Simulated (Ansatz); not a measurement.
Ansatz run, Ba₂Co₃S₂

The input, for Ansatz 0.2.0 (plane waves, PAW):

```yaml
crystal:
  lattice:
    - [0.0, -3.241405, 4.655774]
    - [2.745558, -1.722954, -4.655774]
    - [3.115344, 1.722954, 4.655774]
  atoms:
    - { symbol: Ba, position: [0.0, 0.0, 0.0] }
    - { symbol: Co, position: [0.0, 0.5, 0.5] }
    - { symbol: Co, position: [0.5, 0.0, 0.5] }
    - { symbol: Co, position: [0.0, 0.0, 0.5] }
    - { symbol: S, position: [0.721, 0.279, 0.837] }
    - { symbol: S, position: [0.279, 0.721, 0.163] }
    - { symbol: Ba, position: [0.5, 0.5, 0.5] }
  symmetry: { tolerance: 0.0003 }
kpoints:
  mp_grid: { grid: [7, 7, 7], shift: [0, 0, 0] }
  band_path:
    path:
      - [0.0, 0.0, 0.0]
      - [0.0, 0.0, -0.5]
      - [0.25764547, -0.51529093, -0.24235453]
      - [0.48470907, -0.74235453, 0.24235453]
      - [0.0, -0.5, 0.0]
      - [0.0, 0.0, 0.0]
      - [0.37117727, -0.74235453, 0.37117727]
      - [0.37117727, -0.62882273, 0.0]
      - [0.5, -0.5, 0.0]
      - [0.0, 0.0, 0.0]
    npoints: 6
magnetization:
  spin_polarized: false
scf:
  occupations: { method: fermi_dirac }
  lower_state_search: "off"
  max_iter: 200
hamiltonian:
  pseudopotentials: { kind: paw }
  xc: r2scan
basis:
  ecutwfc: 500
  fft_grid_basis: typed
output:
  forces: true
  stress: true
  eigenvalues: true
  bader: true
  populations: true
  elf: true
  write_potential: true
  volumetric_format: npy
  dos:
    e_range: [-12, 8]
    de: 0.05
    projected: { site_lists: { Ba: [Ba], Co: [Co], S: [S] } }
checkpoint:
  read: saved_state
```

The saved state is an earlier solution for the same cell, perhaps on another mesh. 

Excerpt of what it printed:

```
Free energy (F): -29137.4491 eV
Harris-Foulkes:  -29137.4491 eV  (|F-HF|=5.29e-9)
Internal energy: -29137.2917 eV  (E = F + TS)
E sigma→0 (E₀):  -29137.3704 eV
Entropy (-TS):   -0.1574 eV (-22.480 meV/atom)
Fermi energy:    12.1800 eV
--- Forces (eV/Å), atoms counted from 1 ---
  atom   1  Ba     0.0000     0.0000     0.0000
  atom   2  Co     0.0000     0.0000     0.0000
  atom   3  Co     0.0000     0.0000     0.0000
  atom   4  Co     0.0000     0.0000     0.0000
  atom   5  S     -1.8938    -1.0474    -0.7292
  atom   6  S      1.8938     1.0474     0.7292
  atom   7  Ba     0.0000     0.0000     0.0000
--- Stress (GPa, compression-positive) ---
        0.6655       1.5280       1.0638
        1.5280      -1.2522       0.5883
        1.0638       0.5883      -1.6877
  P = ⅓ Tr σ = -0.7581 GPa (-7.581 kbar)
--- Löwdin populations: 7 sites ---
  site symbol       q [e]
     0     Ba      8.3871
     1     Co     17.0239
     2     Co     17.0239
     3     Co     17.0239
     4      S      6.6955
     5      S      6.6955
     6     Ba      8.3404
  spilling = 0.0218 (of n_electrons = 83.0000)
--- Bader charges: 7 sites ---
  site symbol  charge [e]  shift [e]
     0     Ba      1.1243     0.0000
     1     Co     -0.0348     0.0028
     2     Co     -0.0348     0.0028
     3     Co     -0.0347     0.0028
     4      S     -1.0221     0.0044
     5      S     -1.0221     0.0044
     6     Ba      1.0242     0.0006
```

Origin: a known structure type with other elements, at an estimated volume, so it need not be a known compound. Caveats: no spin polarisation, so a magnetic state may lie lower; atoms or cell far from equilibrium.
